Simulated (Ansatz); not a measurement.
# InAg3: frozen-core PAW against all-electron methods

```
In Ag
1.0
     4.22688    0.00000    0.00000
     0.00000    4.22688    0.00000
     0.00000    0.00000    4.14400
In Ag
1 3
Direct
  0.00000 0.00000 0.00000
  0.00000 0.50000 0.50000
  0.50000 0.00000 0.50000
  0.50000 0.50000 0.00000
```

Atoms are numbered in the order listed.

The cell is COD entry 1510013, as deposited and not checked against the literature; nothing was relaxed. The listed cell was then made from it by scaling, straining or moving an atom.

Spin–orbit coupling is left out, though it moves levels of the heavy atoms by tenths of an eV or more.

All numbers are computed: DFT, PBEsol, PAW with Ansatz's default frozen-core files, scalar-relativistic (Ansatz 0.2.0); DFT, PBEsol, all-electron PAW with datasets made for the crystal, scalar-relativistic (Ansatz 0.2.0); DFT, PBEsol, all-electron LAPW, scalar-relativistic (Ansatz 0.2.0).

For PAW: a Γ-centred 9×9×9 k mesh, Fermi–Dirac smearing of 0.05 eV, cutoff 420 eV, no spin polarisation; the PAW files were made with PBE, and the program remakes their frozen cores for this functional. The crystal-made all-electron datasets (AE datasets) take a cutoff of 260 eV at this cell. LAPW targets a basis error of 0.5 meV/atom. The Ansatz runs share mesh, smearing and spin set-up. Plane-wave (PAW) pressures include the program's estimate of the Pulay term.

Stress and pressure are positive in compression.

The change that made this cell: equal xx and yy strain of +2 %.

Spin–orbit coupling is left out, which moves gradients at and beside heavy atoms by some per cent and at worst by a factor of two.

In a metal, gradients converge slowly with the k mesh: the values move by tens of per cent from one mesh to another, at times in sign, so only the comparison on one mesh counts.

```tsv
quantity	PAW	AE datasets	LAPW
pressure (GPa)	-3.85	-3.86	-3.86
stress xx (GPa)	-3.69	-3.69	-3.69
stress zz (GPa)	-4.19	-4.20	-4.19
largest principal field gradient Vzz at In1 (10²¹ V/m²)	0.79	0.80	–
largest principal field gradient Vzz at Ag2 (10²¹ V/m²)	-3.73	-3.74	–
largest principal field gradient Vzz at Ag4 (10²¹ V/m²)	-2.66	-2.67	–
```

PAW's pressure differs from the LAPW value by about 0.01 GPa or less. Datasets made for the crystal and LAPW share parts of one code, so their agreement isn't an independent check.
